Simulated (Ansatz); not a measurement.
Polymorphs of SnSe2, each relaxed with PBE (plane waves, PAW; program Ansatz):

A: anatase (I4_1/amd), a = b = 5.6952 Å, c = 11.2429 Å, α = β = γ = 90.00°

B: CdI2 type (P-3m1), a = b = 3.8719 Å, c = 7.0089 Å, α = β = 90.00°, γ = 120.00°

C: P6_3/mmc, a = b = 3.899 Å, c = 11.680 Å, α = β = 90.00°, γ = 120.00°

D: fluorite (Fm-3m), a = b = c = 6.8851 Å, α = β = γ = 90.00°

E: Ibam, a = 6.774 Å, b = 10.814 Å, c = 6.771 Å, α = 90.00°, β = 90.00°, γ = 90.00°

Question: Rank these by energy per atom at 0 K (lowest first), as PBE gives it.

Answer: B (+0 meV/atom), E (+49 meV/atom), A (+215 meV/atom), C (+227 meV/atom), D (+434 meV/atom)

Question: Give each one's gap.

Answer: A 0.21 eV; B 0.69 eV; C no gap; D no gap; E 1.65 eV.

Constructed cells (a structure type filled with these elements, in neither database checked): A; C; D; E. Relaxed far from the usual cell of the phase: B. Weakly bound layers, chains or molecules computed without a dispersion correction, so cells and soft constants are ill determined: B; C; E. All cells were relaxed under the symmetry of their starts (and spin orders); stability against distortions was not tested throughout. Spin–orbit coupling is left out wherever it is not named.

Energies hold the estimated change up to a 700 eV cutoff; steps of a few meV lie near the error of the meshes.

Potentials: the later of the program's two PAW sets.
